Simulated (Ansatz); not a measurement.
FeGe in space group P-6m2 (No. 187; Fe on 1a, Ge on 1f), DFT-r²SCAN in the program Ansatz with PAW potentials, all energies at zero smearing, with the estimated change up to a 700 eV cutoff added, with one set of potentials and settings (totals compare only within such a set). Cell of 2 atoms (1 Fe, 1 Ge): -8788.491 eV.

| element | reference phase | E (eV/atom) |
|---|---|---|
| Fe | Im-3m, 1 atoms in the cell, spin-polarised | -4485.8961 |
| Ge | Fd-3m, 2 atoms in the cell | -4302.9041 |

Formation energy per atom, worked out: (-8788.491 − 1×(-4485.8961) − 1×(-4302.9041))/2 = 0.154 eV/atom (15 kJ per mol of atoms), at 0 K, without zero-point energy or fitted corrections.

A made-up cell: these elements were put on the sites of a structure type; neither database checked (COD, Materials Project) lists it. COD files the formula under space group No. 198. Whether it is the stable phase at ambient conditions was not checked. The cell was relaxed with r²SCAN under the symmetry of its start; its stability against distortions is not shown here. Spin order of the final state: ferromagnetic, chosen from 4 collinear starts compared on coarse meshes (ties went to the first, and starts can fall back to one state), not a proven ground state. Other orbital occupations within this spin state were not tried. The references are the lowest solids computed at this level, not always the standard phases.

Potentials: the later of the program's two PAW sets.
